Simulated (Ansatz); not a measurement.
## RbS2Br: single run (Ansatz)

Input:

```yaml
crystal:
  lattice:
    - [4.176687, 0.0, 0.0]
    - [-2.088344, 3.617129, 0.0]
    - [-2.088344, 1.205713, 7.772439]
  atoms:
    - { symbol: Rb, position: [0.0, 0.0, 0.0] }
    - { symbol: Br, position: [0.5, 0.5, 0.5] }
    - { symbol: S, position: [0.2324, 0.7676, 0.6972] }
    - { symbol: S, position: [0.7676, 0.2324, 0.3028] }
  symmetry: { tolerance: 0.0003 }
kpoints:
  mp_grid: { grid: [5, 5, 5], shift: [0, 0, 0] }
magnetization:
  spin_polarized: false
scf:
  occupations: { method: fermi_dirac, width: 0.0688 }
  lower_state_search: light
  n_extra_bands: 4
hamiltonian:
  pseudopotentials: { kind: paw }
  xc: pbe
basis:
  ecutwfc: 420
output:
  forces: true
  stress: true
  eigenvalues: true
```

The command:

```bash
ansatz run input.yaml --threads 1 --pin off --max-ram 2560MiB --backend cpu --events-out ev --progress --plain --runs-dir out
```

Origin of the cell: a known structure type with other elements, at an estimated volume, so it need not be a known compound.

Output (shortened):

```
Warning: crystal.lattice misses the space group found at crystal.symmetry.tolerance 3.0e-4 in a digit that the deck types, which is why this is a warning: making the lattice exact moves one o […]
scf.n_extra_bands = 4 over 14 filled bands (N_el = 28.0): the run solves 18 bands
Pseudopotentials: kind: paw
Pseudopotential: Rb, paw, valence charge 9, recommended cutoff 420 eV (normal), Rb.paw.azcp
Pseudopotential: Br, paw, valence charge 7, recommended cutoff 420 eV (normal), Br.paw.azcp
Pseudopotential: S, paw, valence charge 6, recommended cutoff 420 eV (normal), S.paw.azcp
Functional definition: PBE
  exchange = pbe_x(kappa = kappa, mu = beta*pi^2/3)
  correlation = pbe_c(beta = beta)
Crystal: 4 atoms, lattice volume = 117.423 Å³
Basis set: ecut = 420 eV, 2263 PW (Γ), exchange–correlation on 60×60×120 points (8 copies of the dense FFT grid, shifted against one another)
Bands: 18, of which v1, the nominal top of the filled ones, is band 14 counted from 1 (13 counted from 0)
[… 9 lines left out …]
Initial density: superposition of atomic densities (neutral atoms: chi_scale 0, normalization atom), corrected by the library's trained network
Functional: x = pbe(κ = 0.804, μ = 0.219515), c = pbe(β = 0.066725)
SCF iter   1: F=—  HF=-7853.407786 eV  Δρ=2.25e-3  dr2=1.07e-2
SCF iter   2: F=—  HF=-7853.405883 eV  Δρ=1.63e-3  dr2=6.13e-3
SCF iter   3: F=—  HF=-7853.405167 eV  Δρ=1.03e-3  dr2=3.79e-3
SCF iter   4: F=—  HF=-7853.404613 eV  Δρ=6.69e-4  dr2=9.42e-4
SCF iter   5: F=—  HF=-7853.404441 eV  Δρ=1.10e-4  dr2=2.03e-5
SCF iter   6: F=—  HF=-7853.404420 eV  Δρ=2.55e-5  dr2=1.01e-6
SCF iter   7: F=-7853.404420 eV  HF=-7853.404420 eV  Δρ=5.11e-6  dr2=6.10e-8
SCF 1 converged in 7 iterations: F = -7853.404420 eV  dr2 = 6.10e-8
SCF converged after 7 iterations
Free energy (F): -7853.404420 eV
Harris-Foulkes:  -7853.404420 eV  (|F-HF|=1.51e-8)
Internal energy: -7853.306848 eV  (E = F + TS)
E sigma→0 (E₀):  -7853.355634 eV
Entropy (-TS):   -0.097573 eV (-24.393 meV/atom)
Fermi energy:    4.421256 eV
--- Per-component energies (eV) ---
  E_band       = -108.857037
  E_kinetic    = 531.141780
  E_local      = -970.828985  (includes V_loc(G=0)·N_el)
  E_nonlocal   = 301.042791
  E_hartree    = 248.459525
  E_xc         = -583.622851
  E_vxc        = -408.128292  (∫ρ·V_xc dr)
  E_paw        = -6065.665513  (= ΣΔE_a)
  E_vpaw       = -59.000201  (= ΣTr[D̂ρ^β])
  E_aug_tail   = 0.000003  (compensation charges beyond the density's cutoff)
  E_ewald      = -1313.833597
  E_smearing   = -0.097573  (= −TS)
  Σ components = -7853.404420   (vs F -7853.404420, Δ=0.00e0)
--- Forces (eV/Å), atoms counted from 1 ---
  atom   1  Rb     0.000000     0.000000     0.000000
  atom   2  Br    -0.000000     0.000000     0.000000
  atom   3  S      0.000000    -0.000000    -0.301902
  atom   4  S     -0.000000     0.000000     0.301902
  max |Σ_I F_I| component: 5.55e-17 eV/Å
--- Stress (GPa, compression-positive) ---
        0.291827       0.000000       0.000000
        0.000000       0.291827      -0.000001
        0.000000      -0.000001      -2.100137
  P = ⅓ Tr σ = -0.5055 GPa (-5.055 kbar)
```

Caveats: the k mesh is coarse if the cell is a metal.

The run took 3.4 s on 1 thread of Arm Neoverse V1 (shared host), peak memory 0.35 GiB, from the program's own first density.
